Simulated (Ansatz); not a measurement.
SnBi:
```
SnBi
1.0
   -3.03853     3.03853     1.62223
    3.03853    -3.03853     1.62223
    3.03853     3.03853    -1.62223
Sn Bi
1 1
Direct
  0.00000   0.00000   0.00000
  0.75000   0.25000   0.50000
```

Relaxed with PBEsol. Special points in fractions of this cell's reciprocal vectors: Γ (0.000, 0.000, 0.000); X (0.000, 0.000, 0.500); M (-0.500, 0.500, 0.500); Z (0.321, 0.321, -0.321); Z0 (-0.321, 0.679, 0.321); P (0.250, 0.250, 0.250); N (0.000, 0.500, 0.000).

Question: List the band energies nearest the Fermi level at these points for the program Ansatz at the PBEsol level (PAW).

Answer: In eV from the Fermi level; about four levels below and three above (degenerate sets whole), none deeper than 8.9 eV; points with the same levels are listed once.

```csv
k,below,above
Γ,-6.05 -2.62 -2.62,2.79 4.78 4.78
X,-8.80 -0.70,0.07 0.31 0.36
M,-7.56 -5.02 -5.02,3.83 4.79 7.34 7.34
Z,-6.04 -3.46 -3.19 -3.19,1.26 4.63 4.63
P,-6.11 -4.22 -3.54,2.25 2.36 2.55
N,-6.02 -3.50 -2.29 -1.70,1.73 1.96 3.32
```

Space group I-4m2. The workflow started from a Materials Project entry (that database holds measured and hypothetical structures alike); the Crystallography Open Database copy checked does not list it. With Sn and Bi taken as one species the cell has the higher symmetry I4_1/amd, so it may be an ordered model of a mixed-site phase. Whether it is the stable phase at ambient conditions was not checked. Symmetry was held in the PBEsol relaxation; whether a distortion lowers the energy is not shown. Scalar-relativistic: spin–orbit coupling is off unless named, which matters more the heavier the elements.

Potentials: the later of the program's two PAW sets.
